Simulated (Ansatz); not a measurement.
An Ansatz (a quantum-chemistry and plane-wave program) run. Input:

Ansatz 0.2 input:
```yaml
crystal:
  lattice:
    - [0.0, 3.2173398125, 3.2173398125]
    - [3.2173398125, 0.0, 3.2173398125]
    - [3.2173398125, 3.2173398125, 0.0]
  atoms:
    - { symbol: Te, position: [0.75, 0.75, 0.75] }
    - { symbol: Hg, position: [0.0, 0.0, 0.0] }
kpoints:
  mp_grid: { grid: [11, 11, 11] }
hamiltonian:
  xc: lda
  pseudopotentials: { kind: paw }
scf:
  occupations: { method: fermi_dirac, width: 0.1 }
phonons:
  method: dfpt
  response_accuracy: low
  eigenvectors: true
  rigid_motions: translations
```

Output (shortened):

```
zone centre: on kpoints.mp_grid the ground state, and the responses unless they are solved on pairs of k-points, stand on 126 of the mesh's 1331 k-points, …
Pseudopotentials: kind: paw
Pseudopotential: Te, paw, valence charge 16
Pseudopotential: Hg, paw, valence charge 20
Functional definition: SPW92
Crystal: 2 atoms, lattice volume = 66.607 Å³
Basis set: ecut = 420 eV, 1291 PW (Γ), exchange–correlation on 64×64×64 points (8 copies of the dense FFT grid, shifted against one another)
Bands: 22, of which v1, the nominal top of the filled ones, is band 18 counted from 1 (17 counted from 0)
Symmetry: 24 space group operations
k-points: 126 of 1331 (irreducible under 8 space group operations, time reversal used)
PAW frozen core: Te, regenerated for the run's functional, and the local potential with it
PAW frozen core: Hg, regenerated for the run's functional, and the local potential with it
Initial wavefunctions: pseudopotential atomic-orbital guess
Eigensolver: davidson
Functional: x = slater, c = lda
SCF iter   1: F=—  HF=-20349.892426 eV  |F-HF|=—  |Δ(HF+E_count)|=         —  Δρ=4.54e-3  dr2=9.40e-3  ethr=1.77e-3  ⟨swp⟩=6.0  Hψ=13025  notcnv=0
all-band conjugate gradients solve this SCF's bands
preconditioner: auto → none
SCF iter   2: F=—  HF=-20349.889279 eV  |F-HF|=—  |Δ(HF+E_count)|=   3.15e-3  Δρ=1.90e-3  dr2=8.37e-4  ethr=2.61e-5  ⟨swp⟩=2.1  Hψ=5541  notcnv=0
SCF iter   3: F=—  HF=-20349.889306 eV  |F-HF|=—  |Δ(HF+E_count)|=   2.75e-5  Δρ=6.97e-4  dr2=1.25e-4  ethr=2.33e-6  ⟨swp⟩=1.0  Hψ=2772  notcnv=0
SCF iter   4: F=—  HF=-20349.889316 eV  |F-HF|=—  |Δ(HF+E_count)|=   9.58e-6  Δρ=9.28e-5  dr2=7.54e-6  ethr=3.46e-7  ⟨swp⟩=2.1  Hψ=3821  notcnv=0
SCF iter   5: F=—  HF=-20349.889318 eV  |F-HF|=—  |Δ(HF+E_count)|=   2.41e-6  Δρ=1.79e-5  dr2=1.70e-7  ethr=2.10e-8  ⟨swp⟩=2.0  Hψ=3787  notcnv=0
SCF iter   6: F=—  HF=-20349.889317 eV  |F-HF|=—  |Δ(HF+E_count)|=   5.93e-7  Δρ=4.40e-6  dr2=9.93e-9  ethr=4.72e-10  ⟨swp⟩=2.0  Hψ=3874  notcnv=0
SCF iter   7: F=—  HF=-20349.889317 eV  |F-HF|=—  |Δ(HF+E_count)|=   1.31e-9  Δρ=5.73e-7  dr2=2.08e-10  ethr=2.76e-11  ⟨swp⟩=2.7  Hψ=5286  notcnv=0
SCF iter   8: F=-20349.889317 eV  HF=-20349.889317 eV  |F-HF|=0.00e0  |Δ(HF+E_count)|=  7.28e-12  Δρ=7.40e-8  dr2=1.85e-12  ethr=1.00e-12  ⟨swp⟩=5.6  Hψ=13909  notcnv=0
SCF 1 converged in 8 iterations: F = -20349.889317 eV  dr2 = 1.85e-12
DFPT response loops at Γ: preconditioner auto → none (partly filled bands, converged f_vac=0.171); β = 0.50; Broyden in place of MSR1
SCF converged after 8 iterations
Free energy (F): -20349.889317 eV
Harris-Foulkes:  -20349.889317 eV  (|F-HF|=0.00e0)
Internal energy: -20349.887322 eV  (E = F + TS)
E sigma→0 (E₀):  -20349.888320 eV
Entropy (-TS):   -0.001995 eV (-0.998 meV/atom)
Fermi energy:    8.810932 eV
--- Per-component energies (eV) ---
  E_band       = -777.514968
  E_kinetic    = 786.103189
  E_local      = -4787.946523  (includes V_loc(G=0)·N_el)
  E_nonlocal   = -224.509352
  E_hartree    = 2322.666445
  E_xc         = -342.784331
  E_vxc        = -366.866738  (∫ρ·V_xc dr)
  E_paw        = -14165.094916  (= ΣΔE_a)
  E_vpaw       = -829.629121  (= ΣTr[D̂ρ^β])
  E_aug_tail   = 0.000649  (compensation charges beyond the density's cutoff)
  E_ewald      = -3939.577237
  E_core_change = 1.254754  (= ΣΔE_core)
  E_smearing   = -0.001995  (= −TS)
  E_closure    =  0.000000  (closes the sum)
  Σ components = -20349.889317   (vs F -20349.889317, Δ=0.00e0)
  [band-id]    e_kinetic+e_local+e_nonlocal+2·e_hartree+e_vxc+e_vpaw+e_augmentation_tail = -777.515006   (vs E_band -777.514968, Δ=-3.81e-5)
--- Band table (eV; the first three rows and the last of 126) ---
  k-point 0: bands = ["-106.5141", "-54.8168", "-54.8168", "-54.8168", "-28.0863", "-28.0863", "-28.0863", "-28.0766", "-28.0766", "-3.5530", "1.2039", "1.2039", "1.2039", "1.7550", "1.7550", "7.7300", "8.6215", "8.6215", "8.6215", "12.7885", "12.7885", "12.7885"]
  k-point 1: bands = ["-106.5141", "-54.8168", "-54.8168", "-54.8168", "-28.0863", "-28.0863", "-28.0863", "-28.0766", "-28.0766", "-3.5102", "1.2160", "1.2160", "1.2167", "1.7535", "1.7535", "7.0601", "8.5208", "8.5208", "9.0442", "12.6580", "12.9221", "12.9221"]
  k-point 2: bands = ["-106.5141", "-54.8169", "-54.8168", "-54.8168", "-28.0864", "-28.0862", "-28.0862", "-28.0766", "-28.0766", "-3.3921", "1.2475", "1.2475", "1.2685", "1.7516", "1.7516", "5.9841", "8.2743", "8.2743", "9.3591", "12.8533", "13.2246", "13.2246"]
  k-point 125: bands = ["-106.5141", "-54.8169", "-54.8169", "-54.8169", "-28.0867", "-28.0863", "-28.0858", "-28.0766", "-28.0762", "-2.7624", "1.4243", "1.4792", "1.6871", "1.7266", "2.3484", "3.0000", "5.7274", "6.2042", "11.5815", "12.9934", "13.9655", "14.8737"]
  band table: 22 of 22 bands, residual norms ≤ 1.0e-3 eV
--- Phonons (Γ-DFPT): 2 representative perturbations + reference, on 126 of 1331 k-points (Σ response iterations 5) ---
  k mesh reduced under 8 symmetry operations, with k and −k counted as one. Each operation leaves every solved displacement unchanged or reverses it
  ASR residual: 7.196e-4 → 0.000e0 eV/Å²; symmetrization residual: 3.464e-5 eV/Å²
  ASR residual per site (eV/Å²): 7.20e-4 3.19e-4
  Γ frequencies (cm⁻¹): 0.00 0.00 0.00 115.69 115.69 115.69
  non-analytic LO–TO correction: not included (Born effective charges unavailable; polar crystals: no LO–TO splitting at Γ)
```

Cost: roughly 60 core-seconds on shared cores.

Space group F-43m (zinc blende). The LDA relaxation kept the symmetry of its start; of distortions, only those at the zone centre were tested. As this level gives no gap, phonon frequencies hold no LO–TO term and depend on the k-mesh and smearing (Fermi–Dirac, 0.1 eV here). Spin–orbit coupling is left out wherever it is not named.

Potentials: the later of the program's two PAW sets.

Ansatz is a plane-wave DFT program.
